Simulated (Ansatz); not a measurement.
Cu Kα1 powder pattern (kinematic, no thermal factors).
```tsv
2θ (°)	relative intensity	assignment
19.20	86	1 0 0
27.29	100	1 1 0
33.58	2	1 1 1
38.97	53	2 0 0
43.80	43	2 1 0
48.23	44	2 1 1
56.30	35	2 2 0
60.05	22	3 0 0
63.66	19	3 1 0
67.17	1	3 1 1
70.59	12	2 2 2
73.94	10	3 2 0
77.23	22	3 2 1
83.70	6	4 0 0
86.89	14	4 1 0
```

The pattern is computed from a structure relaxed with DFT PBE, scalar-relativistic, plane waves, PAW (Ansatz). Collinear spin, ending at 0.4 μB a primitive cell. Its elements are Ir, S, Ti.

Question: Give the structure.

Answer: TiIrS3.
Space group Pm-3m (No. 221). a = 4.618 Å, b = 4.618 Å, c = 4.618 Å, α = 90.00°, β = 90.00°, γ = 90.00°
| atom | site | symmetry | x | y | z |
| --- | --- | --- | --- | --- | --- |
| Ti | 1a | m-3m | 0.0000 | 0.0000 | 0.0000 |
| Ir | 1b | m-3m | 0.5000 | 0.5000 | 0.5000 |
| S | 3c | 4/mm.m | 0.5000 | 0.5000 | 0.0000 |

A pattern alone doesn't exclude other cells with like lines; this is the one computed.

The cell was found from a structure generator's guess, not taken from experiment.
